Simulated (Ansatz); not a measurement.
Relaxed-ion elastic tensor of Nb (bcc (W type), Im-3m) in GPa (Voigt order), r²SCAN in the plane-wave PAW code Ansatz; density 8.57 g/cm³, 18.01 Å³ per atom.

```
 252   137   137   0.0   0.0   0.0
 137   252   137   0.0   0.0   0.0
 137   137   252   0.0   0.0   0.0
 0.0   0.0   0.0  11.8   0.0   0.0
 0.0   0.0   0.0   0.0  11.8   0.0
 0.0   0.0   0.0   0.0   0.0  11.8
```

Is the crystal mechanically stable?

Yes: the smallest eigenvalue of C is 11.8 GPa.

Work out the Voigt, Reuss and Hill averages.

K_V = 175, K_R = 175, K_H = 175; G_V = 30.1, G_R = 17.3, G_H = 23.7 GPa.

Give Young's modulus, Poisson's ratio, Pugh's ratio and the universal anisotropy index.

E = 9KG/(3K + G) = 68.1 GPa; ν = 0.44; K/G = 7.39 (ductile by the Pugh limit of 1.75); A_U = 5G_V/G_R + K_V/K_R − 6 = 3.70.

Estimate the sound speeds and the Debye temperature.

v_l = √((K + 4G/3)/ρ) = 4920 m/s, v_t = √(G/ρ) = 1660 m/s, mean 1890 m/s; Θ = (h/k)(3n/4πV)^(1/3) v_m = 215 K.

Give the Zener ratio and Young's modulus along [100], [110] and [111].

A = 2C44/(C11 − C12) = 0.21; 1/E = S11 − 2(S11 − S12 − S44/2)Γ with Γ = 0, 1/4, 1/3 gives 156, 43.0, 34.7 GPa.

Solve the Christoffel equation for the three sound speeds along [100], [110], [111].

Eigenvalues of C_ijkl n_j n_l equal ρv². In km/s, slowest first: [100] 1.17, 1.17, 5.43; [110] 1.17, 2.59, 4.91; [111] 2.22, 2.22, 4.72.

The cell was relaxed with r²SCAN under the symmetry of its start. No spin polarisation was allowed. As this level gives no gap, shear constants depend on the k-mesh and smearing (Fermi–Dirac, 0.1 eV here). On the denser mesh and wider smearing of the elastic run this cell carries a stress of 0.4 GPa.

Potentials: the earlier of the program's two PAW sets.
